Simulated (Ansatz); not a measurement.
Given:

AlO₂:
```yaml
crystal:
  lattice:
    - [9.31381, 0.00000, 0.00000]
    - [0.00000, 2.88771, 0.00000]
    - [0.00000, 0.00000, 4.73433]
  atoms:
    - { symbol: Al, position: [0.66302, 0.25000, 0.54946] }
    - { symbol: Al, position: [0.33698, 0.75000, 0.45054] }
    - { symbol: Al, position: [0.83698, 0.75000, 0.04946] }
    - { symbol: Al, position: [0.16302, 0.25000, 0.95054] }
    - { symbol: O, position: [0.53141, 0.75000, 0.34592] }
    - { symbol: O, position: [0.46859, 0.25000, 0.65408] }
    - { symbol: O, position: [0.96859, 0.25000, 0.84592] }
    - { symbol: O, position: [0.03141, 0.75000, 0.15408] }
    - { symbol: O, position: [0.22684, 0.75000, 0.76055] }
    - { symbol: O, position: [0.77316, 0.25000, 0.23945] }
    - { symbol: O, position: [0.27316, 0.25000, 0.26055] }
    - { symbol: O, position: [0.72684, 0.75000, 0.73945] }
```
The run is spin-polarised; directions of the spins, atom by atom: 0 0 0 0 ↑ ↑ ↑ ↑ 0 0 0 0.

This is the r²SCAN-relaxed structure. Cartesian axes are those of the cell as given.

### Question
All from r²SCAN in the plane-wave PAW code Ansatz, unless another level is named. Give the Hill bulk and shear moduli.

### Answer
113 and 59.4 GPa.

### Question
Give the elastic constants (relaxed ions, GPa).

### Answer
C11 = 262, C22 = 296, C33 = 124, C12 = 67.6, C13 = 81.0, C23 = 58.8, C44 = 63.9, C55 = 55.4, C66 = 40.6.

Space group Pnma. The workflow started from a Materials Project entry (that database holds measured and hypothetical structures alike); the Crystallography Open Database copy checked does not list it. Whether it is the stable phase at ambient conditions was not checked. The cell was relaxed with r²SCAN under the symmetry of its start; its stability against distortions is not shown here. The final state is ferromagnetic, chosen from 4 collinear starts compared on coarse meshes (ties went to the first, and starts can fall back to one state), not a proven ground state. Other orbital occupations within this spin state were not tried. No Hubbard U is applied.

Potentials: the later of the program's two PAW sets.
